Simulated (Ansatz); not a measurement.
**Profile along the Rh–Pb line in RhPb2 (space group I4/mcm)**

RhPb₂ (space group I4/mcm)

```yaml
crystal:
  lattice:
    - [-3.33911, 3.33911, 2.90685]
    - [3.33911, -3.33911, 2.90685]
    - [3.33911, 3.33911, -2.90685]
  atoms:
    - { symbol: Rh, position: [0.25000, 0.25000, 0.00000] }
    - { symbol: Rh, position: [0.75000, 0.75000, 0.00000] }
    - { symbol: Pb, position: [0.66510, 0.83490, 0.50000] }
    - { symbol: Pb, position: [0.33490, 0.16510, 0.50000] }
    - { symbol: Pb, position: [0.83490, 0.33490, 0.16980] }
    - { symbol: Pb, position: [0.16510, 0.66510, 0.83020] }
```

Fields along a shortest Rh–Pb line of a (-1 -1 2) plane (2.89 Å), from Rh to Pb, interpolated on the slice's grid (step about 0.3 Å). Calculation: PBEsol (plane waves to 420 eV, PAW, scalar-relativistic; Ansatz, a quantum-chemistry and plane-wave program). k mesh 11×11×11. Inside the PAW spheres the values are not all-electron values, and peaks at nuclei hang on which shells count as valence. RhPb2 is run without spin polarisation. RhPb2 was relaxed with its symmetry unable to fall. Spin-orbit coupling is left out, though Pb is heavy.

```json
[
 {"distance from Rh (Å)": "0.00", "valence electron density (e/Å³)": "15.23", "electron localisation function": "x"},
 {"distance from Rh (Å)": "0.29", "valence electron density (e/Å³)": "11.78", "electron localisation function": "x"},
 {"distance from Rh (Å)": "0.58", "valence electron density (e/Å³)": "5.58", "electron localisation function": "0.69"},
 {"distance from Rh (Å)": "0.87", "valence electron density (e/Å³)": "1.34", "electron localisation function": "0.42"},
 {"distance from Rh (Å)": "1.16", "valence electron density (e/Å³)": "0.42", "electron localisation function": "0.25"},
 {"distance from Rh (Å)": "1.45", "valence electron density (e/Å³)": "0.29", "electron localisation function": "0.28"},
 {"distance from Rh (Å)": "1.73", "valence electron density (e/Å³)": "0.43", "electron localisation function": "0.32"},
 {"distance from Rh (Å)": "2.02", "valence electron density (e/Å³)": "1.16", "electron localisation function": "0.37"},
 {"distance from Rh (Å)": "2.31", "valence electron density (e/Å³)": "3.52", "electron localisation function": "0.18"},
 {"distance from Rh (Å)": "2.60", "valence electron density (e/Å³)": "7.71", "electron localisation function": "x"},
 {"distance from Rh (Å)": "2.89", "valence electron density (e/Å³)": "9.37", "electron localisation function": "x"}
]
```

x: too close to a nucleus for the ELF to mean much.

Density on the Rh–Pb line (2.89 Å) at its midpoint: 0.29 e/Å³. ELF at that point: 0.3.
